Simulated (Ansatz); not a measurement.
The elements of this relaxed trial crystal are hidden behind letters.

```
lattice vectors (Å)
   2.1025    1.2139   17.1759
  -2.1025    1.2139   17.1759
   0.0000   -2.4278   17.1759
fractional positions
X 0.8997 0.8997 0.8997
X 0.1003 0.1003 0.1003
Z 0.7007 0.7007 0.7007
Z 0.2993 0.2993 0.2993
Z 0.5000 0.5000 0.5000
Q 0.4016 0.4016 0.4016
Q 0.0000 0.0000 0.0000
Q 0.5984 0.5984 0.5984
Q 0.2009 0.2009 0.2009
Q 0.7991 0.7991 0.7991
```

Theory: Ansatz, DFT PBE, scalar-relativistic, plane waves, PAW. Plane waves to 420 eV, a 12×12×12 mesh through Γ for the 10-atom cell and 0.01 eV Gaussian smearing; no spin polarisation.

```
Space group                                  : R-3m (No. 166)
Conventional cell                            : a = 4.205 Å, c = 51.528 Å
Volume per atom                              : 26.30 Å³
Density                                      : 6.44 g/cm³
Formation energy                             : −0.491 eV/atom
Gap on the 12×12×12 mesh of the 10-atom cell : 0.08 eV
```

Energies are uncorrected and count from the elements' standard states at the same level.

Q: X is a p-block element of period 5, Z is a p-block element of period 6 and Q is a p-block element of period 3. Which elements are they?

A: X = Sn, Z = Pb, Q = S, so the formula is Sn2Pb3S5. Density times volume gives a mean mass of 6.44 × 26.30/1.6605 = 102.0 u per atom, and this set has 101.9 u. Around Sn lie 6 S at 2.94 Å; Pb on a site of symmetry 3m is surrounded by 6 S at 2.99–3.00 Å; S on a site of symmetry 3m has 3 Sn at 2.94 Å and 3 Pb at 3.00 Å; 3 more sites not described. Other sets within the hints have nearly the same mass, so mass alone doesn't settle it; this one was computed.

These runs have no spin–orbit coupling, which can matter for Pb. A structure relaxed within its symmetry needn't be a true minimum.
